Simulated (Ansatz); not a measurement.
**Data sheet: Mg₂Si (DFT)**

Mg2Si in space group Pn-3m (No. 224; Mg on 4c, Si on 2a), a = 5.8223 Å, b = 5.8223 Å, c = 5.8223 Å, α = 90.00°, β = 90.00°, γ = 90.00°.

Space group Pn-3m (No. 224); conventional cell a = 5.8223 Å, b = 5.8223 Å, c = 5.8223 Å, α = 90.00°, β = 90.00°, γ = 90.00°.

Method: plane-wave PAW PBE (Ansatz code). Structure relaxed to zero pressure with the same functional. Other levels are named where they apply.

Cell and energy:

* **Volume per atom**: 32.89 Å³
* **Density**: 1.29 g/cm³
* **Formation energy from the elements (no fitted shifts)**: 0.42 eV/atom

Electronic structure:

Band gap: 0.31 eV (direct)
Valence-band maximum: at Γ
Conduction-band minimum: at Γ
Electron effective mass: 0.041 mₑ (isotropic)
Weight of the conduction-edge state by species (Voronoi cells): Mg 70 %, Si 30 %
Hole effective mass, band 1 of 3 at the edge: 1.2 along [100], 5.2 along [110], 2.4 along [111] (mₑ)
Hole effective mass, band 2 of 3 at the edge: 1.2 along [100], 1.2 along [110], 2.4 along [111] (mₑ)
Hole effective mass, band 3 of 3 at the edge: 0.042 along [100], 0.040 along [110], 0.040 along [111] (mₑ)
Weight of the valence-edge state by species (Voronoi cells): Si 64 %, Mg 36 %

Mechanics:

- Bulk modulus (Birch–Murnaghan fit) = 27.1 GPa
- Pressure derivative B′ = 3.9

The cell is a constructed one: a structure type filled with these elements; neither database checked (COD, Materials Project) lists it. It is not the phase usual at ambient conditions (space group No. 225). Symmetry was held in the PBE relaxation; whether a distortion lowers the energy is not shown. The references are the lowest solids computed at this level, not always the standard phases.

Potentials: the later of the program's two PAW sets.
